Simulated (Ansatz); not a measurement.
Cl (simple cubic, Pm-3m) at seven volumes, PBE in the plane-wave PAW code Ansatz, scaled uniformly. One row is withheld.

```csv
V (Å³/atom),P (GPa)
21.288,4.14
21.990,2.50
22.692,?
23.394,0.00
24.096,-0.94
24.797,-1.71
25.499,-2.34
```

**Question.** Fit the shown pressures and predict the withheld one.

**Answer.** P = (3/2)B₀(x^(7/2) − x^(5/2))[1 + (3/4)(B′ − 4)(x − 1)] with x = (V₀/V)^(2/3). Least squares on the six rows gives V₀ = 23.393 Å³/atom, B₀ = 34.2 GPa, B′ = 5.31. At V = 22.692, x = 1.0205 and P = 1.13 GPa. The run itself gave 1.13 GPa.

A made-up cell: these elements were put on the sites of a structure type; neither database checked (COD, Materials Project) lists it. It is not the usual solid phase (space group No. 64). The PBE relaxation kept the symmetry of its start; whether a distortion lowers the energy is not shown. The substance is a gas or liquid at ambient conditions.

Potentials: the later of the program's two PAW sets.
